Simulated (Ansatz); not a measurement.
A generator proposed this cell of Si3C.

```cif
data_structure
_symmetry_space_group_name_H-M 'P 1'
_symmetry_Int_Tables_number 1
_cell_length_a 3.4565
_cell_length_b 3.4565
_cell_length_c 4.8882
_cell_angle_alpha 90.000
_cell_angle_beta 90.000
_cell_angle_gamma 90.000
_cell_volume 58.40
loop_
_atom_site_label
_atom_site_type_symbol
_atom_site_fract_x
_atom_site_fract_y
_atom_site_fract_z
_atom_site_occupancy
Si1 Si 0.50000 0.00000 0.75000 1
Si2 Si 0.00000 0.50000 0.25000 1
Si3 Si 0.50000 0.50000 0.00000 1
C1 C 0.00000 0.00000 0.50000 1
```

Level of theory: Ansatz, DFT PBE, scalar-relativistic, plane waves, PAW. Settings: cutoff 420 eV, Γ-centred mesh 6×6×4 on the computed 4-atom cell, Gaussian smearing of 0.10 eV; no spin polarisation.

The zero of energy is the elements' standard structures at the same level; no fitted shifts are applied.

Task: Estimate its pressure, forces and energy as it stands.

Result: The pressure is 13.1 GPa (the mean over three directions, positive in compression), the largest force is 5.96 eV/Å, and the energy is +0.64 eV/atom against the elements. The shortest distance is 2.12 Å.

Task: Is it a good guess?

Result: A rough one: relaxing gains about 0.36 eV/atom (the start's value is from the coarse mesh, so the gain is rough) in 9 ionic steps and ends at +0.28 eV/atom on the finer mesh. The symmetry stays P-4m2 (No. 115). The volume per atom grows by 1.8 %, from 14.6 to 14.9 Å³. The shortest distance goes from 2.12 Å (Si–C and Si–Si) to 2.00 Å (Si–C). Conventional cell: a = 3.440 Å, c = 5.027 Å. Around Si on a site of symmetry 2mm lie 2 C at 2.00 Å and 2 Si at 2.28 Å; around Si on a site of symmetry -4m2 lie 4 Si at 2.28 Å; C has 4 Si at 2.00 Å.

The last run used a 14×14×10 mesh (in the run's order of axes) for its 4-atom cell and Gaussian smearing of 0.10 eV. The reference form of C is held partly by dispersion forces, which this level lacks. The relaxation can't lower the symmetry of the start, and the grade says only how near the guess is to its own end. A structure relaxed within its symmetry needn't be a true minimum.
